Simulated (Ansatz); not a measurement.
Polymorphs of AgW, each relaxed with PBE in the plane-wave PAW code Ansatz:

A: L1₀ or tetragonal B2 (P4/mmm)
a = 2.6895 Å, b = 2.6895 Å, c = 4.5679 Å, α = 90.00°, β = 90.00°, γ = 90.00°

```csv
atom,site,symmetry,x,y,z
Ag,1a,4/mmm,0.0000,0.0000,0.0000
W,1d,4/mmm,0.5000,0.5000,0.5000
```

B: Pmma
a = 4.642 Å, b = 2.734 Å, c = 5.250 Å, α = β = γ = 90.00°

```tsv
atom	site	symmetry	x	y	z
W	2e	mm2	0.7500	0.0000	0.1308
Ag	2f	mm2	0.2500	0.5000	0.3626
```

C: rock salt (Fm-3m)
a = b = c = 5.3388 Å, α = β = γ = 90.00°

```csv
atom,site,symmetry,x,y,z
Ag,4a,m-3m,0.0000,0.0000,0.0000
W,4b,m-3m,0.5000,0.5000,0.5000
```

Order them by energy per atom at 0 K (lowest first) at the level PBE.

B (+0 meV/atom), A (+16 meV/atom), C (+1363 meV/atom)

Typed or built starts, not in the databases checked: A; B; C. All cells were relaxed under the symmetry of their starts (and spin orders); stability against distortions was not tested throughout. Rows with no word on spin ran without spin polarisation. Spin–orbit coupling is left out wherever it is not named.

Energies hold the estimated change up to a 700 eV cutoff; steps of a few meV lie near the error of the meshes.

Potentials: the earlier of the program's two PAW sets.
